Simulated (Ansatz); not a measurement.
# SiC: computed property card

SiC:
```
SiC
1.0
    3.07264     0.00000     0.00000
   -1.53632     2.66098     0.00000
    0.00000     0.00000     7.03936
Si C
3 3
Cartesian
  1.53632   0.00000   3.51968
 -0.76816   1.33049   1.17323
  0.76816   1.33049   5.86613
  1.53632   0.00000   0.00000
 -0.76816   1.33049   4.69291
  0.76816   1.33049   2.34645
```

Space group P6_222 (No. 180); conventional cell a = b = 3.073 Å, c = 7.039 Å, α = β = 90.00°, γ = 120.00°.

Method: plane-wave PAW r²SCAN (Ansatz code). Geometry: relaxed at this level of theory. Other levels are named where they apply.

**Cell and energy**

```yaml
volume_per_atom: 9.59 Å³
density: 3.47 g/cm³
Formation energy from the elements (no fitted shifts): 0.34 eV/atom
```

**Electronic structure**

```yaml
band_gap: 1.18 eV (indirect)
valence_band_maximum: at Γ
conduction_band_minimum: at M (3 equivalent valleys)
smallest_direct_gap_on_the_standard_path: 3.41 eV
electron_effective_mass: 0.18, 0.44, 0.64 mₑ (principal values)
Weight of the conduction-edge state by species (Voronoi cells): Si 59 %, C 41 %
hole_effective_mass: 0.38, 0.38, 3.8 mₑ (principal values)
Weight of the valence-edge state by species (Voronoi cells): C 76 %, Si 24 %
HSE06 gap on the r²SCAN cell: 1.65 eV
```

**Mechanics**

```yaml
Bulk modulus (Birch–Murnaghan fit): 230 GPa
Pressure derivative B′: 3.9
Elastic constants (relaxed ions, GPa): C11 = 473, C12 = 85.0, C13 = 89.8, C33 = 642, C44 = 214
mechanical_stability: stable (all eigenvalues of C positive)
hill_bulk_and_shear_moduli: 233 and 212 GPa
Young's modulus: 487 GPa
Poisson's ratio: 0.15
debye_temperature_from_the_elastic_constants: 1200 K
Piezoelectric stress constants (proper, relaxed ions, C/m²): e14 = 0.46, e25 = -0.46
```

**Charges**

```yaml
bader_charges: Si +2.75, C -2.75 e
```

The start of the workflow was typed in or built on a structure type; neither database checked (COD, Materials Project) lists it. It is not the phase usual at ambient conditions (space group No. 186, 216). Symmetry was held in the r²SCAN relaxation; its stability against distortions is not shown here. Its formation energy is positive at this level, so the cell may be metastable or incomplete. The references are the lowest solids computed at this level, not always the standard phases.

Potentials: the later of the program's two PAW sets.
